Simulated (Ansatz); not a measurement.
**Straining RbMnF₃**

These are results of DFT PBEsol, scalar-relativistic, plane waves, PAW (Ansatz), not measurements. Run with 420 eV cutoff, 6×6×6 k-mesh, Gaussian smearing of 0.02 eV, collinear spin.

Reference structure (relaxed):

```xyz
5
Lattice="4.2233 0.0000 0.0000 0.0000 4.2233 0.0000 0.0000 0.0000 4.2233" Properties=species:S:1:pos:R:3 pbc="T T T"
Rb    0.0000    0.0000    0.0000
Mn    2.1116    2.1116    2.1116
F     2.1116    0.0000    2.1116
F     2.1116    2.1116    0.0000
F     0.0000    2.1116    2.1116
```

Deformation: uniaxial strain along a, with the lengths of b and c and the atoms relaxed and the angles held, all within the symmetry that the strain leaves. Energies are extrapolated to zero smearing. Stress is positive in compression, on the Cartesian axes of the cell above. Gaps are Kohn–Sham gaps over the whole zone.

```
strain (%)  ΔE (meV/atom) a (Å) b (Å) c (Å)  σxx (GPa)  σyy (GPa)  σzz (GPa) gap (eV) moment (μB/cell)
      -4.5              ?  4.033      ?      ?          ?          ?          ?         ?                 ?
      -3.0              ?  4.097      ?      ?          ?          ?          ?         ?                 ?
      -1.5            0.9  4.160  4.241  4.241       1.43       0.01       0.01      1.28              5.00
      +0.0            0.0  4.223  4.223  4.223      -0.04      -0.04      -0.04      1.37              5.00
      +1.5            0.9  4.287  4.205  4.205      -1.27      -0.01      -0.01      1.29              5.00
      +3.0            3.4  4.350  4.189  4.189      -2.35      -0.01      -0.01      1.23              5.00
      +4.5            7.3  4.413  4.174  4.174      -3.28      -0.01      -0.01      1.17              5.00
```

Fill in the row at -4.5 %.

ΔE 10.0 meV/atom; b 4.282 Å; c 4.282 Å; σxx 5.00 GPa; σyy 0.00 GPa; σzz 0.00 GPa; gap 1.12 eV; moment 5.00 μB/cell.

Fill in the row at -3.0 %.

ΔE 4.1 meV/atom; b 4.261 Å; c 4.261 Å; σxx 3.09 GPa; σyy 0.00 GPa; σzz 0.00 GPa; gap 1.19 eV; moment 5.00 μB/cell.

Symmetry holds off the tilts and polar distortions that many cubic perovskites undergo.

Cost: 7 runs of about 3.3 core-minutes in all, on Intel Xeon Platinum 8488C (Sapphire Rapids) (shared hosts).